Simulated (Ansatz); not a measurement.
GaP:
Space group F-43m (No. 216); a = b = c = 5.451 Å, α = β = γ = 90.00°

| atom | site | symmetry | x | y | z |
|---|---|---|---|---|---|
| Ga | 4d | -43m | 0.7500 | 0.7500 | 0.7500 |
| P | 4b | -43m | 0.5000 | 0.5000 | 0.5000 |
(The calculation used a cell of 2 atoms; values per cell refer to that cell.)

Relaxed with r²SCAN.

Q: Decompose the optical modes at the zone centre into irreducible representations, and say which are infrared and Raman allowed.

A: Point group -43m: Γ_opt = T2. Infrared: T2. Raman: T2.

Q: Assign frequencies (DFPT, r²SCAN (plane waves, PAW; program Ansatz); without the LO–TO term).

A: T2 360 cm⁻¹.

The r²SCAN relaxation kept the symmetry of its start; phonons on a q-mesh show no instability. Spin–orbit coupling is left out wherever it is not named.

Potentials: the later of the program's two PAW sets.
